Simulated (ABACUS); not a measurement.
A self-consistent single point of a model cell of TiSi2 (I4/mcm, 6 atoms in the cell; prototype structure) with ABACUS.

All values come from this method and carry its errors: PBE, PseudoDojo 0.5 standard norm-conserving PBE (tails mended) pseudopotentials (plane waves; ABACUS 3.10.1).

```
TiSi2
1.0
   -3.48080     3.48080     2.80077
    3.48080    -3.48080     2.80077
    3.48080     3.48080    -2.80077
Si Ti
4 2
Direct
  0.15800   0.65800   0.81600
  0.34200   0.15800   0.50000
  0.65800   0.84200   0.50000
  0.84200   0.34200   0.18400
  0.75000   0.75000   0.00000
  0.25000   0.25000   0.00000
```

Reference input (self-consistent single point, DFT, PBE, plane waves, PseudoDojo 0.5 standard norm-conserving PBE (tails mended) pseudopotentials): KPT = MP 5 5 5 0 0 0; basis_type = pw; ecutwfc = 84 Ry; smearing_method = mp; smearing_sigma = 0.00367493 Ry; potentials = PseudoDojo 0.5 standard norm-conserving PBE (tails mended); symmetry = 1; symmetry_prec = 1e-05; ks_solver = dav_subspace; scf_nmax = 100; scf_thr = 1.0e-09 Ry; mixing_type = pulay. This run's input differs from it in these lines:

```diff
@@ -10,2 +10,3 @@
 smearing_sigma       0.00367493
+nbands               21
 ks_solver            dav_subspace
```

Output, abridged:

```
 SELF-CONSISTENT
 -------------------------------------------
                                 init_chg = atomic

 PW ALGORITHM --------------- ION=   1  ELEC=   1--------------------------------

 Notice: Threshold on eigenvalues was too large.

 Density error is 0.298743302102
                          Error Threshold = 0.000822035582532
 E_KohnSham     -270.9667103134      -3686.6912285780
 E_Fermi        0.4783928004         6.5088679678

 PW ALGORITHM --------------- ION=   1  ELEC=   2--------------------------------

 Density error is 0.923310782563
                          Error Threshold = 0.000746858255254
   [... lines left out ...]

 Density error is 4.93119066606e-09
                          Error Threshold = 2.51938784803e-11
 E_KohnSham     -271.0592281980      -3687.9499989752
 E_Fermi        0.4747025359         6.4586593434

 PW ALGORITHM --------------- ION=   1  ELEC=  14--------------------------------

 Density error is 2.47236692238e-10
                          Error Threshold = 1.23279766651e-11
 E_KohnSham     -271.0592281982      -3687.9499989783
 E_KS(sigma->0) -271.0591613772      -3687.9490898314
 E_entropy(-TS) -0.0002004631        -0.0027274406
 E_Fermi        0.4747009382         6.4586376059
 charge density convergence is achieved
 final etot is -3687.949999 eV
 EFERMI = 6.4586376059 eV

 STATE ENERGY(eV) AND OCCUPATIONS    NSPIN == 1
   [... 18 lines left out ...]

 TOTAL-FORCE (eV/Angstrom)
                       Si1         0.3501332959         0.3501332959         0.0000000000
                       Si2         0.3501332959        -0.3501332959         0.0000000000
                       Si3        -0.3501332959         0.3501332959         0.0000000000
                       Si4        -0.3501332959        -0.3501332959         0.0000000000
                       Ti1         0.0000000000         0.0000000000         0.0000000000
                       Ti2         0.0000000000         0.0000000000         0.0000000000

 TOTAL-STRESS (KBAR)
      -186.4383539935         0.0000000000        -0.0000000000
         0.0000000000      -186.4383539935         0.0000000000
        -0.0000000000        -0.0000000000      -168.2786965244
 TOTAL-PRESSURE: -180.385135 KBAR

 --------------------------------------------
 !FINAL_ETOT_IS -3687.9499989782752891 eV
 --------------------------------------------
```

The run converged in 14 iterations. Against the reference run the free energy goes up by 6.0 meV/atom, the pressure goes from -18.18 to -18.04 GPa and the largest force goes from 0.454 to 0.495 eV/Å.

The cell was set up from a structure prototype or typed lattice constants and was not relaxed beforehand at this level. This run is one point of a test of settings, so its values need not be converged; read them against the reference run alone. No clean gap shows at this smearing width and mesh (spacing up to 0.29 Å⁻¹); the mesh is coarse for partly filled bands, so the values carry mesh errors.

Cost on one core: about 2.7 core-minutes (a rough figure).

“Tails mended”: in these copies of the files the far tail of each local potential was reset to the Coulomb form.
